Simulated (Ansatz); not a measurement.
Q: Each is relaxed and computed with r²SCAN in the plane-wave PAW code Ansatz. Which alone has a direct gap?
A) KLuS2, R-3m (Lu on 3b, K on 3a, S on 6c)
B) Lu2CdS4, spinel
C) Cr2CdS4, spinel
D) MgCdS2, P4/mmm (Mg on 1d, Cd on 1a, S on 1b, S on 1c)

A: B, Lu2CdS4, spinel. Lu2CdS4: gap 1.56 eV (direct); Cr2CdS4: gap 1.31 eV (indirect); KLuS2: gap 2.70 eV (indirect); MgCdS2: gap 0.73 eV (indirect). Spin orders computed, not proven ground states: Cr2CdS4, spinel ferromagnetic. Standing as an ambient phase not checked: Lu2CdS4, spinel; Cr2CdS4, spinel; KLuS2, R-3m (Lu on 3b, K on 3a, S on 6c); MgCdS2, P4/mmm (Mg on 1d, Cd on 1a, S on 1b, S on 1c). Perhaps ordered models of mixed-site phases: MgCdS2, P4/mmm (Mg on 1d, Cd on 1a, S on 1b, S on 1c). All cells were relaxed under the symmetry of their starts (and spin orders); stability against distortions was not tested throughout. Scalar-relativistic: spin–orbit coupling is off unless named, which matters more the heavier the elements.

Potentials: the later of the program's two PAW sets.
